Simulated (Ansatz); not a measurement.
TiAl (CuAu type, space group P4/mmm)

```
CELL_PARAMETERS angstrom
      2.81292     0.00000     0.00000
      0.00000     2.81292     0.00000
      0.00000     0.00000     4.05841
ATOMIC_POSITIONS crystal
  Al 0.50000 0.50000 0.50000
  Ti 0.00000 0.00000 0.00000
```

The slice is a (0 -1 1) plane (indices of the conventional cell) through the point (0.500, 0.500, 0.500) (fractional), spanned by u = [100] and v = [011] in vectors of this cell: u (2.81 Å) and v (4.94 Å, at 90° to u). It covers one period; positions are fractions (u, v).

Method: r2SCAN (plane waves to 500 eV, PAW, scalar-relativistic; Ansatz, a program for electronic structure). k mesh 16×16×12. These are valence fields of a PAW run, semicore shells included where kept as valence: close to a nucleus they are smooth pseudo fields. TiAl is run without spin polarisation. TiAl was relaxed with its symmetry unable to fall.

Three fields on this plane, each scaled to ten steps between its own extremes (0 low, 9 high; the total valence density on a logarithmic scale, the potential cut 8 eV below its top; x marks points blanked near nuclei; v = 0 in the bottom row):

Map A
```
|xxxx2882xxx|
|xxxx5995xxx|
|xxx379973xx|
|x1468998641|
|77776666777|
|99740xx0479|
|984xxxxxx48|
|860xxxxxx06|
|75xxxxxxxx5|
|74xxxxxxxx4|
|75xxxxxxxx5|
|860xxxxxx06|
|984xxxxxx48|
|99740xx0479|
|77776666777|
|x1468998641|
|xxx379973xx|
|xxxx5995xxx|
|xxxx2882xxx|
|xxxx1771xxx|
```

Map B
```
|xxxx9999xxx|
|xxxx9999xxx|
|xxx888888xx|
|x9876556789|
|99731111379|
|87300xx0037|
|640xxxxxx04|
|421xxxxxx12|
|32xxxxxxxx2|
|32xxxxxxxx2|
|32xxxxxxxx2|
|421xxxxxx12|
|640xxxxxx04|
|87300xx0037|
|99731111379|
|x9876556789|
|xxx888888xx|
|xxxx9999xxx|
|xxxx9999xxx|
|xxxx9999xxx|
```

Map C
```
|xxxx3223xxx|
|xxxx2222xxx|
|xxx210012xx|
|x3310000133|
|32100000012|
|11126xx6211|
|113xxxxxx31|
|139xxxxxx93|
|25xxxxxxxx5|
|36xxxxxxxx6|
|25xxxxxxxx5|
|139xxxxxx93|
|113xxxxxx31|
|11126xx6211|
|32100000012|
|x3310000133|
|xxx210012xx|
|xxxx2222xxx|
|xxxx3223xxx|
|xxxx3333xxx|
```

### Question
Assign the maps to these fields: electron localisation function (ELF); valence electron density; electrostatic potential energy of an electron, from the cell's mean.

### Answer
A is the electrostatic potential energy of an electron, from the cell's mean; B is the electron localisation function (ELF); C is the valence electron density.
